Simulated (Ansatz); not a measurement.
Nb(ZnGa)3, in the lowest among the structures calculated here: R-3m, hexagonal axes (No. 166), hR7; a = 5.3879 Å, b = 5.3879 Å, c = 13.7574 Å, α = 90.00°, β = 90.00°, γ = 120.00°; Nb 3a (0.000, 0.000, 0.000); Zn 9d (0.500, 0.500, 0.500); Ga 9e (0.000, 0.500, 0.000). Method: PBEsol (plane waves to 420 eV, PAW, scalar-relativistic; Ansatz, a first-principles code). Element references, the lowest calculated here: Nb (Im-3m), Ga (Cmce), Zn (P6₃/mmc).

Problem. Predict the formation energy of this R-3m form of Nb(ZnGa)3 from the elements from PBEsol.

Solution. -0.19 eV/atom.

Static energies, no anion corrections, no zero-point energy. Values are rounded to 0.01 eV/atom. The compounds carry no spin polarisation.
